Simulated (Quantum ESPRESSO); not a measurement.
## Zr3Mg2Y2Sn (input and log of a self-consistent run)

Computed values, not a measurement. The program is pw.x of Quantum ESPRESSO 7.5 (plane-wave density functional theory). The cell is made up: eight metal atoms on a face-centred cubic lattice, with elements, volume, strain and displacements drawn at random and not relaxed, so it may be unstable or far from any real phase. PseudoDojo standard norm-conserving files set the functional (PBE unless stated); there is no spin polarisation or spin-orbit coupling, the Fermi-Dirac width of 0.25 eV means electrons at about 2900 K, and the masses in the input are unused placeholders. The tin pseudopotential is less sure than most, with forces differing by about three percent from a second method on plain tin. A spin test at this wide smearing found no moment, but such smearing suppresses magnetism that the real alloy may have.

Input:

```
&control calculation='scf', pseudo_dir='./dojo.nc.sr.pbe.v0_5.standard.upf', outdir='./o', disk_io='minimal', tprnfor=.true., tstress=.true. /
&system ibrav=0, nat=8, ntyp=4, nbnd=60, ecutwfc=84.00895049, nosym=.true., tot_charge=0,
 occupations='smearing', smearing='fd', degauss=0.0183746611
/
&electrons conv_thr=1.470e-08, electron_maxstep=70, mixing_beta=0.5 /
ATOMIC_SPECIES
Mg 1.0 Mg.upf
Sn 1.0 Sn.upf
Y 1.0 Y.upf
Zr 1.0 Zr.upf
CELL_PARAMETERS angstrom
-0.0101 2.3435 2.2829
-4.6245 4.7204 -4.5791
-4.5835 -4.6798 4.5787
ATOMIC_POSITIONS angstrom
Zr 0.0031 0.0171 0.0323
Mg -4.633 -2.3335 2.2708
Y -4.5995 0.0273 -0.0674
Mg -4.5838 2.3181 -2.2891
Sn -2.2941 0.0477 2.3281
Zr -2.3266 2.3183 0.0213
Y -6.8711 0.0585 2.3088
Zr -6.9024 2.4303 0.0008
K_POINTS automatic
7 3 3 1 1 1
```

The log is shortened where brackets say so; the opening notice, blank lines, dates and the lines on written files are dropped, and the path of the files is cut. It prints rydbergs, bohrs and kilobars, and counts compression as positive stress. Its total energy is the free energy E - TS of the whole cell.

```
     Program PWSCF v.7.5
     Parallel version (MPI & OpenMP), running on       4 processor cores
     Number of MPI processes:                 4
     Threads/MPI process:                     1
     [start-up lines left out]
     bravais-lattice index     =            0
     lattice parameter (alat)  =       6.1825  a.u.
     unit-cell volume          =    1333.5020 (a.u.)^3
     number of atoms/cell      =            8
     number of atomic types    =            4
     number of electrons       =        92.00
     number of Kohn-Sham states=           60
     kinetic-energy cutoff     =      84.0090  Ry
     charge density cutoff     =     336.0358  Ry
     scf convergence threshold =      1.5E-08
     mixing beta               =       0.5000
     number of iterations used =            8  plain     mixing
     Exchange-correlation= PBE
                           (   1   4   3   4   0   0   0)
     [axes and pseudopotential details left out]
   Cartesian axes
     site n.     atom                  positions (alat units)
         1        Zr     tau(   1) = (   0.0009475   0.0052267   0.0098727  )
         2        Mg     tau(   2) = (  -1.4161028  -0.7132476   0.6940830  )
         3        Y      tau(   3) = (  -1.4058634   0.0083444  -0.0206012  )
         4        Mg     tau(   4) = (  -1.4010646   0.7085405  -0.6996765  )
         5        Sn     tau(   5) = (  -0.7012047   0.0145798   0.7115970  )
         6        Zr     tau(   6) = (  -0.7111385   0.7086016   0.0065105  )
         7        Y      tau(   7) = (  -2.1001909   0.0178809   0.7056979  )
         8        Zr     tau(   8) = (  -2.1097579   0.7428350   0.0002445  )
     number of k points=    32  Fermi-Dirac smearing, width (Ry)=  0.0184
                       cart. coord. in units 2pi/alat
        k(    1) = (  -0.1182199   0.0493484   0.0511839), wk =   0.0634921
        k(    2) = (   0.1191718   0.1663870  -0.0679113), wk =   0.0634921
     [further k points left out]
     Dense  grid:   138635 G-vectors     FFT dimensions: (  40,  90,  90)
     Estimated max dynamical RAM per process >     338.42 MB
     Estimated total dynamical RAM >       1.22 GB
     Initial potential from superposition of free atoms
     starting charge      91.9808, renormalised to      92.0000
     Starting wfcs are   69 randomized atomic wfcs
     total cpu time spent up to now is        5.7 secs
     per-process dynamical memory:   238.3 Mb
     Self-consistent Calculation
     iteration #  1     ecut=    84.01 Ry     beta= 0.50
     Davidson diagonalization with overlap
     ethr =  1.00E-02,  avg # of iterations =  3.1
     Threshold (ethr) on eigenvalues was too large:
     Diagonalizing with lowered threshold
     Davidson diagonalization with overlap
     ethr =  7.70E-04,  avg # of iterations =  3.3
     total cpu time spent up to now is       27.4 secs
     total energy              =    -861.82505308 Ry
     estimated scf accuracy    <       0.69469827 Ry
     iteration #  2     ecut=    84.01 Ry     beta= 0.50
     Davidson diagonalization with overlap
     ethr =  7.55E-04,  avg # of iterations =  5.4
     total cpu time spent up to now is       40.6 secs
     total energy              =    -861.78366493 Ry
     estimated scf accuracy    <       3.18863135 Ry
     iteration #  3     ecut=    84.01 Ry     beta= 0.50
     Davidson diagonalization with overlap
     ethr =  7.55E-04,  avg # of iterations =  3.2
     total cpu time spent up to now is       51.2 secs
     total energy              =    -862.12992578 Ry
     estimated scf accuracy    <       0.28695052 Ry
     iteration #  4     ecut=    84.01 Ry     beta= 0.50
     Davidson diagonalization with overlap
     ethr =  3.12E-04,  avg # of iterations =  2.2
     total cpu time spent up to now is       63.2 secs
     total energy              =    -862.16239484 Ry
     estimated scf accuracy    <       0.06074276 Ry
     iteration #  5     ecut=    84.01 Ry     beta= 0.50
     Davidson diagonalization with overlap
     ethr =  6.60E-05,  avg # of iterations =  5.9
     total cpu time spent up to now is       76.5 secs
     total energy              =    -862.16186355 Ry
     estimated scf accuracy    <       0.10728677 Ry
     [iterations 6 to 12 left out]
     iteration # 13     ecut=    84.01 Ry     beta= 0.50
     Davidson diagonalization with overlap
     ethr =  1.33E-08,  avg # of iterations =  1.9
     total cpu time spent up to now is      159.6 secs
     total energy              =    -862.17113871 Ry
     estimated scf accuracy    <       0.00000102 Ry
     iteration # 14     ecut=    84.01 Ry     beta= 0.50
     Davidson diagonalization with overlap
     ethr =  1.10E-09,  avg # of iterations =  3.3
     total cpu time spent up to now is      170.6 secs
     total energy              =    -862.17113883 Ry
     estimated scf accuracy    <       0.00000157 Ry
     iteration # 15     ecut=    84.01 Ry     beta= 0.50
     Davidson diagonalization with overlap
     ethr =  1.10E-09,  avg # of iterations =  2.0
     total cpu time spent up to now is      184.1 secs
     total energy              =    -862.17113895 Ry
     estimated scf accuracy    <       0.00000025 Ry
     iteration # 16     ecut=    84.01 Ry     beta= 0.50
     Davidson diagonalization with overlap
     ethr =  2.74E-10,  avg # of iterations =  2.0
     total cpu time spent up to now is      194.5 secs
     total energy              =    -862.17113898 Ry
     estimated scf accuracy    <       0.00000002 Ry
     iteration # 17     ecut=    84.01 Ry     beta= 0.50
     Davidson diagonalization with overlap
     ethr =  2.65E-11,  avg # of iterations =  4.9
     total cpu time spent up to now is      206.0 secs
     End of self-consistent calculation
     [lines on levels left out]
!    total energy              =    -862.17113898 Ry
     estimated scf accuracy    <          1.2E-09 Ry
     smearing contrib. (-TS)   =      -0.13197180 Ry
     internal energy E=F+TS    =    -862.03916718 Ry
     The total energy is F=E-TS. E is the sum of the following terms:
     one-electron contribution =    -324.61796079 Ry
     hartree contribution      =     187.53765297 Ry
     xc contribution           =    -167.80738079 Ry
     ewald contribution        =    -557.15147858 Ry
     convergence has been achieved in  17 iterations
     Forces acting on atoms (cartesian axes, Ry/au):
     atom    1 type  4   force =    -0.01044817    0.01475156   -0.01350036
     atom    2 type  1   force =     0.01418639   -0.01351160    0.01867593
     atom    3 type  3   force =     0.01974589    0.01093224    0.00631962
     atom    4 type  1   force =    -0.00792148    0.00579140   -0.00071350
     atom    5 type  2   force =     0.01204986   -0.00515825    0.00290319
     atom    6 type  4   force =     0.02726481   -0.00141135   -0.00261433
     atom    7 type  3   force =    -0.02735644   -0.00376858   -0.00475807
     atom    8 type  4   force =    -0.02752087   -0.00762542   -0.00631249
     Total force =     0.066789     Total SCF correction =     0.000117
     Computing stress (Cartesian axis) and pressure
          total   stress  (Ry/bohr**3)                   (kbar)     P=       12.97
   0.00008378   0.00002943   0.00000474           12.32        4.33        0.70
   0.00002943   0.00007856   0.00005469            4.33       11.56        8.05
   0.00000474   0.00005469   0.00010227            0.70        8.05       15.04
     init_run     :      5.05s CPU      5.27s WALL (       1 calls)
     electrons    :    199.50s CPU    200.28s WALL (       1 calls)
     forces       :      2.00s CPU      2.00s WALL (       1 calls)
     stress       :      5.57s CPU      5.58s WALL (       1 calls)
     [timing details left out]
     PWSCF        :   3m32.64s CPU   3m33.66s WALL
     JOB DONE.
```

In other units: free energy -11730.436 eV for the cell, pressure 1.30 GPa, largest force component 0.708 eV/Å in size. The run took 215 s of wall time with four MPI processes on a shared machine (Intel Xeon, 2023 or later, virtual cores), so the time is rough. A rerun of this cell at a higher cutoff and on a denser mesh moved values by no more than 0.007 eV in energy, 0.06 GPa in stress and 0.015 eV/Å in force, and a second program with other atomic files agreed on that cell to 2 % rms in force and 0.5 GPa in pressure.